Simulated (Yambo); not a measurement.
A BSE run in Yambo for MgLa2NiO6 (space group R-3, No. 148) (PBEsol bands; 4×4×4 mesh, 16 valence and 8 conduction bands, static screening with 85 bands and a 3 Ry block, scissor 1.12 eV, Tamm-Dancoff; field along x) gives:

| state | energy (eV) | states within 2 meV | relative strength | class |
|---|---|---|---|---|
| 1 | 1.24 | 2 | < 0.01 | dark |
| 2 | 1.29 | 1 | < 0.01 | dark |
| 3 | 1.81 | 1 | < 0.01 | dark |
| 4 | 1.84 | 2 | < 0.01 | dark |
| 5 | 2.04 | 2 | < 0.01 | dark |

Axes are Cartesian, with cell vectors (Å) (2.76, 1.60, 4.39), (-2.76, 1.60, 4.39), (0.00, -3.19, 4.39).

Problem. What changes when the window shrinks to 16 valence and 4 conduction bands?

Solution. The lowest state goes from 1.244 eV to 1.245 eV, and its distance below the direct gap from 1.003 eV to 1.002 eV. These are vertical excitations (zero momentum). The scissor comes from a G0W0 run whose convergence isn't established.

Geometry of the Materials Project entry, not relaxed at this level; primitive cell a = 5.4270 Å, b = 5.4270 Å, c = 5.4270 Å, α = 61.21°, β = 61.21°, γ = 61.21°.

The structure is a Materials Project entry; no match was found in the copy of COD used, and its stability was not checked.

The runs are not spin-polarised; magnetic order was not tried.
